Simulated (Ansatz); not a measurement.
Total density of states per atom from plane-wave PAW r²SCAN (Ansatz code), in 0.25 eV bins, energy from the Fermi level:

| E (eV) | states/eV/atom |
|---|---|
| -7.85 | 0.20 |
| -7.60 | 0.28 |
| -7.35 | 0.69 |
| -7.10 | 0.97 |
| -6.85 | 0.93 |
| -6.60 | 0.33 |
| -6.35 | 0.28 |
| -6.10 | 2.99 |
| -5.85 | 5.48 |
| -5.60 | 3.38 |
| -5.35 | 2.25 |
| -5.10 | 3.05 |
| -4.85 | 0.47 |
| -4.60 | 0.37 |
| -4.35 | 0.31 |
| -4.10 | 0.27 |
| -3.85 | 0.24 |
| -3.60 | 0.22 |
| -3.35 | 0.21 |
| -3.10 | 0.35 |
| -2.85 | 0.34 |
| -2.60 | 0.32 |
| -2.35 | 0.30 |
| -2.10 | 0.30 |
| -1.85 | 0.36 |
| -1.60 | 0.36 |
| -1.35 | 0.35 |
| -1.10 | 0.36 |
| -0.85 | 0.35 |
| -0.60 | 0.36 |
| -0.35 | 0.37 |
| -0.10 | 0.37 |
| 0.15 | 0.39 |
| 0.40 | 0.40 |
| 0.65 | 0.44 |
| 0.90 | 0.48 |
| 1.15 | 0.47 |
| 1.40 | 0.45 |
| 1.65 | 0.44 |
| 1.90 | 0.42 |
| 2.15 | 0.41 |
| 2.40 | 0.39 |
| 2.65 | 0.38 |
| 2.90 | 0.36 |
| 3.15 | 0.34 |
| 3.40 | 0.32 |
| 3.65 | 0.32 |
| 3.90 | 0.33 |
| 4.15 | 0.33 |
| 4.40 | 0.33 |
| 4.65 | 0.34 |

Which compound is it?
A) AlAg, rock salt
B) BN, rock salt
C) RbBr, rock salt
D) BaS, rock salt

A, AlAg, rock salt. Within 0.5 eV of the Fermi level: Al 3p 57 %, Al 3s 20 %, Ag 5s 10 %, Ag 4d 7 %. Projections are on Löwdin-orthogonalised atomic valence shells; empty p or d shells of many metals are not among them.

Space group Fm-3m (rock salt). The start of the workflow was typed in or built on a structure type; neither database checked (COD, Materials Project) lists it. Whether it is the stable phase at ambient conditions was not checked. The cell was relaxed with r²SCAN under the symmetry of its start. At this level the phase is mechanically unstable. No spin polarisation was allowed. The volume moved by 21 % from the start of the relaxation. Its formation energy is positive at this level, so the cell may be metastable or incomplete. Spin–orbit coupling is left out wherever it is not named.

Potentials: the later of the program's two PAW sets.
